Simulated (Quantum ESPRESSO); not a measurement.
## AlZnGaF7Cl (convergence and cost over cutoff and k mesh)

Computed values, not a measurement. The program is pw.x of Quantum ESPRESSO 7.5 (plane-wave density functional theory). The cell is made up: 11 atoms on a rutile lattice with one site empty, with randomly drawn elements, strain and displacements, not relaxed. PseudoDojo standard norm-conserving files (v0.5 for PBE, v0.4.1 for LDA and PBEsol) set the functional; there is no spin polarisation, spin-orbit coupling or dispersion term, and the masses in the input are unused placeholders.

Input of the run in row 4:

```
&control calculation='scf', pseudo_dir='./dojo.nc.sr.pbe.v0_5.standard.upf', outdir='./o', disk_io='low', tprnfor=.true., tstress=.true. /
&system ibrav=0, nat=11, ntyp=5, nbnd=52, ecutwfc=84.00895049, nosym=.true., tot_charge=0,
 occupations='smearing', smearing='fd', degauss=0.0018374661
/
&electrons conv_thr=7.350e-09, electron_maxstep=60, /
ATOMIC_SPECIES
Al 1.0 Al.upf
Cl 1.0 Cl.upf
F 1.0 F.upf
Ga 1.0 Ga.upf
Zn 1.0 Zn.upf
CELL_PARAMETERS angstrom
4.5302 0.0629 0.0079
0.0629 4.6322 -0.0027
0.0104 -0.0036 6.2187
ATOMIC_POSITIONS angstrom
Al 2.3176 2.3387 1.5499
Zn 0.0839 -0.0445 3.081
Ga 2.2389 2.3077 4.7567
F 1.4222 1.4059 -0.0125
F 3.0222 3.3677 -0.0665
F 3.5953 1.0019 1.6586
F 0.8949 3.7036 1.5778
F 1.3835 1.5137 3.1484
Cl 3.3251 3.0896 3.1723
F 3.663 1.0229 4.7295
F 1.0021 3.6531 4.7329
K_POINTS automatic
5 5 4 1 1 1
```

The same cell was run at these settings. Meshes are shifted by half a step, and differences are from the last row, which is itself not exact.

```
cutoff (eV)     k mesh  k points solved  threshold (eV)  free energy less the last row's (eV)  pressure (GPa)  largest stress difference (GPa)  largest force difference (eV/Å)  iterations  wall time (s)  k-point pools              processor
        800  2 x 2 x 2                4           1e-04                                 3.798          -29.44                            41.25                            0.078           7             10              4  AMD EPYC, Zen 5 class
       1143  1 x 1 x 1                1           1e-07                                 0.057           12.51                             2.78                            0.235          10             16              4  AMD EPYC, Zen 5 class
        575  5 x 5 x 4               50           1e-07                                79.565         -398.86                           410.85                            0.730          10             34              4  AMD EPYC, Zen 5 class
       1143  5 x 5 x 4               50           1e-07                                 0.004           11.41                             0.00                            0.000          10             88              4  AMD EPYC, Zen 5 class
       1437  7 x 7 x 6              147           1e-07                                 0.000           11.41                             0.00                            0.000          10            324              4  AMD EPYC, Zen 5 class
```

Each pool is one process. Wall times include start-up and a band step at six k points, which weighs most on the coarsest meshes. The runs were on shared virtual cores whose load varied, so times are rough.